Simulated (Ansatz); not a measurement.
Sn2PbSe3: computed property card

Sn2PbSe3:
```cif
data_PbSe3Sn2
_chemical_formula_sum 'Sn2 Pb1 Se3'
_space_group_name_H-M_alt 'P-3m1'
_space_group_IT_number 164
_space_group_name_Hall '-P 3 2"'
_cell_length_a 4.20555
_cell_length_b 4.20555
_cell_length_c 10.29308
_cell_angle_alpha 90.000
_cell_angle_beta 90.000
_cell_angle_gamma 120.000
loop_
_atom_site_label
_atom_site_type_symbol
_atom_site_symmetry_multiplicity
_atom_site_Wyckoff_symbol
_atom_site_fract_x
_atom_site_fract_y
_atom_site_fract_z
_atom_site_occupancy
Sn1 Sn 2 d 0.66667 0.33333 0.33645 1
Pb1 Pb 1 a 0.00000 0.00000 0.00000 1
Se1 Se 2 d 0.33333 0.66667 0.17372 1
Se2 Se 1 b 0.00000 0.00000 0.50000 1
```

Space group P-3m1 (No. 164); conventional cell a = 4.2056 Å, b = 4.2056 Å, c = 10.2931 Å, α = 90.00°, β = 90.00°, γ = 120.00°.

Method: LDA (plane waves, PAW; program Ansatz). Geometry: relaxed at this level of theory. Other levels are named where they apply.

**Cell and energy**

| Quantity | Value |
|---|---|
| Volume per atom | 26.28 Å³ |
| Density | 7.18 g/cm³ |
| Formation energy from the elements (no fitted shifts) | -0.46 eV/atom |

**Electronic structure**

| Property | Value |
|---|---|
| Electronic character | no gap, with almost no states at the Fermi level (zero-gap or semimetallic) |
| Density of states at the Fermi level | 0.00 states/eV per atom (mean over ±0.08 eV) |

**Mechanics**

| Quantity | Result |
|---|---|
| Bulk modulus (Birch–Murnaghan fit) | 59.0 GPa |
| Pressure derivative B′ | 4.3 |

**Phonons**

| Property | Value |
|---|---|
| Highest zone-centre frequency | 160 cm⁻¹ |
| Zone-centre stability | no imaginary mode at Γ |

The workflow started from a Materials Project entry (that database holds measured and hypothetical structures alike); the Crystallography Open Database copy checked does not list it. With Sn and Pb taken as one species the cell has the higher symmetry Fm-3m, so it may be an ordered model of a mixed-site phase. Whether it is the stable phase at ambient conditions was not checked. The LDA relaxation kept the symmetry of its start. As this level gives no gap, phonon frequencies hold no LO–TO term and depend on the k-mesh and smearing (Fermi–Dirac, 0.1 eV here). The references are the lowest solids computed at this level, not always the standard phases. Spin–orbit coupling is left out wherever it is not named.

Potentials: the later of the program's two PAW sets.
